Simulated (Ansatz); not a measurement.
AlAu:
```
CELL_PARAMETERS angstrom
      3.18124     0.00000     0.00000
      0.00000     3.18124     0.00000
      0.00000     0.00000     3.18124
ATOMIC_POSITIONS crystal
  Al 0.00000 0.00000 0.00000
  Au 0.50000 0.50000 0.50000
```

Relaxed with r²SCAN. Special points in fractions of this cell's reciprocal vectors: Γ (0.000, 0.000, 0.000); X (0.000, 0.500, 0.000); M (0.500, 0.500, 0.000); R (0.500, 0.500, 0.500).

### Question
List the band energies nearest the Fermi level at these points for r²SCAN with spin–orbit coupling in the plane-wave PAW code Ansatz.

### Answer
In eV from the Fermi level; about four levels below and three above (degenerate sets whole), none deeper than 8.9 eV; points with the same levels are listed once.

```csv
k,below,above
Γ,-5.37 -5.37 -5.37 -5.37 -4.59 -4.59,2.23 2.23 3.16 3.16 3.16 3.16
X,-4.86 -4.86 -3.56 -3.56,5.73 5.73 6.88 6.88
M,-3.80 -3.80 -1.41 -1.41,1.09 1.09 7.83 7.83
R,-0.40 -0.40 -0.05 -0.05,1.17 1.17 1.17 1.17
```

Space group Pm-3m (CsCl type). The first step of the workflow began from a Materials Project structure, measured or hypothetical; the Crystallography Open Database copy checked does not list it. With Al and Au taken as one species the cell has the higher symmetry Im-3m, so it may be an ordered model of a mixed-site phase. Its standing as an ambient phase is unchecked. The cell was relaxed with r²SCAN under the symmetry of its start. At this level the phase is mechanically unstable.

Potentials: the later of the program's two PAW sets.
